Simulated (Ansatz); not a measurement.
## fluorite-structured YTe₂

The computed numbers are results of PBEsol, scalar-relativistic (no spin polarisation) in the plane-wave PAW code Ansatz at 420 eV, Γ-centred 8×8×8 mesh, 0.05 eV Gaussian smearing; PAW files: Ansatz's generated set soft_2.

```
Y Te
1.0
     0.00000    3.64436    3.64436
     3.64436    0.00000    3.64436
     3.64436    3.64436    0.00000
Y Te
1 2
Cartesian
  0.0000 0.0000 0.0000
  1.8222 1.8222 1.8222
  5.4665 5.4665 5.4665
```

This is a trial structure made by placing the elements on a prototype's sites, so it needn't be the stable form.

The cell has space group Fm-3m (read at 0.01 Å). In it the stress is 0.00, 0.00, 0.00, 0.00, 0.00, 0.00 GPa and the largest force component 0.000 eV/Å. Each change below starts from this cell, without further relaxation. Stress is in GPa, positive in compression, in the order xx, yy, zz, yz, xz, xy; energies are counted from the cell above and are free energies with the smearing's entropy, which match forces and stress in a metal.

**Question.** What happens when atom 2 (Te) is moved by 0.12 Å along y?

**Answer.** The energy changes by 25.8 meV per cell, and the force on it along the shift is -0.428 eV/Å (−F/u = 3.57 eV/Å²). Stress: 0.18, 0.06, 0.18, 0.00, -1.23, 0.00.
```
atom  Fx (eV/Å)      Fy     Fz
  Y1      0.000   0.207  0.000
 Te2      0.000  -0.428  0.000
 Te3      0.000   0.221  0.000
```
In a harmonic crystal the energy would rise by −½F·u = ½ × 3.57 × 0.12² eV = 25.7 meV, which matches.

**Question.** What stress follows from an engineering strain of -1 % in yy, atoms carried along?

**Answer.** 0.52, 0.60, 0.52, 0.00, 0.00, 0.00 GPa; the energy changes by 1.9 meV per cell.
The change of the stress over the strain gives a clamped-atom stiffness of about 60 GPa for this component, a secant value that lies under the elastic constant in tension and over it in compression, by several per cent for each per cent of strain.
In a harmonic crystal the energy would rise by V(½Cε² − σ₀ε), with σ₀ the stress of the unstrained cell, = 1.8 meV, close to the run's value; the rest is anharmonic or numerical.

For elements this heavy, spin–orbit coupling would shift levels and gaps; it isn't included here. The cell is a metal with an odd number of electrons, and spin polarisation wasn't tried.
